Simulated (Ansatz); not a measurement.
Total density of states per atom from PBE (plane waves, PAW; program Ansatz), in 0.25 eV bins, energy from the Fermi level:

(E (eV), states/eV/atom): (-7.85, 0.00); (-7.60, 0.05); (-7.35, 0.15); (-7.10, 0.23); (-6.85, 0.31); (-6.60, 0.44); (-6.35, 0.69); (-6.10, 0.95); (-5.85, 0.49); (-5.60, 0.38); (-5.35, 0.86); (-5.10, 1.33); (-4.85, 1.35); (-4.60, 0.75); (-4.35, 1.33); (-4.10, 1.03); (-3.85, 0.93); (-3.60, 1.10); (-3.35, 1.55); (-3.10, 1.28); (-2.85, 1.00); (-2.60, 2.17); (-2.35, 2.14); (-2.10, 1.84); (-1.85, 1.28); (-1.60, 0.66); (-1.35, 0.42); (-1.10, 0.59); (-0.85, 0.79); (-0.60, 0.72); (-0.35, 0.66); (-0.10, 0.57); (0.15, 0.54); (0.40, 0.47); (0.65, 0.45); (0.90, 0.44); (1.15, 0.45); (1.40, 0.62); (1.65, 0.55); (1.90, 0.33); (2.15, 0.51); (2.40, 0.47); (2.65, 0.51); (2.90, 0.53); (3.15, 0.55); (3.40, 0.42); (3.65, 0.34); (3.90, 0.37); (4.15, 0.33); (4.40, 0.09); (4.65, 0.11)

Problem. Pick the material that matches.
A) TePt, Cmcm (Te on 4c, Pt on 4c)
B) AlCrB, Cmcm (Al on 4c, B on 4c, Cr on 4c)
C) AlAg, Cmcm (Ag on 4c, Al on 4c)
D) CdTe, zinc blende

Solution. A, TePt, Cmcm (Te on 4c, Pt on 4c). Within 0.5 eV of the Fermi level: Te 5p 46 %, Pt 5d 40 %. Projections are on Löwdin-orthogonalised atomic valence shells; empty p or d shells of many metals are not among them.

The start of the workflow was typed in or built on a structure type; neither database checked (COD, Materials Project) lists it. COD files the formula under space group No. 166, 194, so this cell is another polymorph or a model. Whether it is the stable phase at ambient conditions was not checked. Symmetry was held in the PBE relaxation; its stability against distortions is not shown here. The run is not spin-polarised. Spin–orbit coupling is left out wherever it is not named.

Potentials: the earlier of the program's two PAW sets.
